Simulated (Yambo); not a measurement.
```
CELL_PARAMETERS angstrom
      1.99859     1.15389     6.30449
     -1.99859     1.15389     6.30449
      0.00000    -2.30777     6.30449
ATOMIC_POSITIONS crystal
  Br 0.75000 0.75000 0.75000
  Br 0.25000 0.25000 0.25000
  Cd 0.00000 0.00000 0.00000
```

Workflow: norm-conserving PBEsol (Quantum ESPRESSO, 102 Ry, no spin-orbit coupling), then G0W0 in Yambo (4×4×4 Γ-centred k mesh, bands 5 to 130 and a 7 Ry block in the screening, 130 bands in G with the Bruneval-Gonze terminator, plasmon pole fitted at 27.2 eV).

**Question.** Give the PBEsol and G0W0 gaps between the band edges found on this mesh, and say where the edges lie.

**Answer.** Edges: F → Γ. PBEsol: 2.66 eV; G0W0: 4.40 eV. Convergence of the G0W0 settings was not tested. Spin-orbit splittings are left out.

Geometry relaxed with PBE+D3(BJ).
